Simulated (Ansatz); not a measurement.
MoRu:
```yaml
crystal:
  lattice:
    - [2.77559, 0.00000, 0.00000]
    - [0.00000, 2.77559, 0.00000]
    - [0.00000, 0.00000, 3.84325]
  atoms:
    - { symbol: Ru, position: [0.00000, 0.00000, 0.00000] }
    - { symbol: Mo, position: [0.50000, 0.50000, 0.50000] }
```

Relaxed with PBE. Special points in fractions of this cell's reciprocal vectors: Γ (0.000, 0.000, 0.000); X (0.000, 0.500, 0.000); M (0.500, 0.500, 0.000); Z (0.000, 0.000, 0.500); R (0.000, 0.500, 0.500); A (0.500, 0.500, 0.500).

**Question.** List the band energies nearest the Fermi level at these points for the program Ansatz at the PBE level (PAW).

**Answer.** In eV from the Fermi level; about four levels below and three above (degenerate sets whole), none deeper than 8.9 eV; … stands for higher levels left out; points with the same levels are listed once.

```
k                          below           above
-  -----------------------------  --------------
Γ        -5.04 -1.79 -1.79 -1.38  0.38 1.08 3.37
X        -2.27 -2.05 -1.00 -0.20     0.40 1.70 …
M        -5.66 -5.52 -5.01 -5.01  2.09 2.23 3.44
Z        -3.18 -1.00 -0.54 -0.54     0.19 0.71 …
R        -2.04 -2.04 -1.92 -1.19  1.23 1.50 2.09
A  -2.82 -2.82 -2.30 -2.30 -0.37  1.45 2.09 4.71
```

Space group P4/mmm (L1₀ or tetragonal B2). The start of the workflow was typed in or built on a structure type; neither database checked (COD, Materials Project) lists it. Whether it is the stable phase at ambient conditions was not checked. The cell was relaxed with PBE under the symmetry of its start; its stability against distortions is not shown here. The run is not spin-polarised. Scalar-relativistic: spin–orbit coupling is off unless named, which matters more the heavier the elements.

Potentials: the later of the program's two PAW sets.
